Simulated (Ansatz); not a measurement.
## ZrPbO3: computed property card

ZrPbO$_{3}$:
```
CELL_PARAMETERS angstrom
      4.15955     0.00000     0.00000
      0.00000     4.15955     0.00000
      0.00000     0.00000     4.15955
ATOMIC_POSITIONS crystal
  Zr 0.00000 0.00000 0.00000
  Pb 0.50000 0.50000 0.50000
  O  0.50000 0.00000 0.00000
  O  0.00000 0.50000 0.00000
  O  0.00000 0.00000 0.50000
```

Space group Pm-3m (No. 221), cubic perovskite; conventional cell a = 4.160 Å, b = 4.160 Å, c = 4.160 Å, α = 90.00°, β = 90.00°, γ = 90.00°.

Method: r²SCAN in the plane-wave PAW code Ansatz. Structure relaxed to zero pressure with the same functional. Other levels are named where they apply.

**Cell and energy**

- Volume per atom = 14.39 Å³
- Density = 7.99 g/cm³
- Formation energy from the elements (no fitted shifts) = -2.63 eV/atom

**Electronic structure**

* **Band gap**: 2.85 eV (indirect)
* **Valence-band maximum**: at M
* **Conduction-band minimum**: at X (3 equivalent valleys)
* **Smallest direct gap on the standard path**: 2.88 eV
* **Electron effective mass**: 0.20, 0.36, 0.36 mₑ (principal values)
* **Electron effective mass with spin–orbit coupling**: 0.21, 0.40, 0.40 mₑ (principal values)
* **HSE06 gap on the r²SCAN cell**: 3.48 eV
* **Gap with spin–orbit coupling**: 2.48 eV

**Mechanics**

- Bulk modulus (Birch–Murnaghan fit) = 170 GPa
- Pressure derivative B′ = 4.3

**Charges**

Bader charges: Zr +2.68, Pb +1.40, O -1.36 e

The workflow started from a Materials Project entry (that database holds measured and hypothetical structures alike); the Crystallography Open Database copy checked does not list it. COD files the formula under space group No. 38, 55. Its standing as an ambient phase is unchecked. The r²SCAN relaxation kept the symmetry of its start; whether a distortion lowers the energy is not shown. The run is not spin-polarised. The references are the lowest solids computed at this level, not always the standard phases (solids in place of the gases). Scalar-relativistic: spin–orbit coupling is off unless named, which matters more the heavier the elements.

Potentials: the later of the program's two PAW sets.
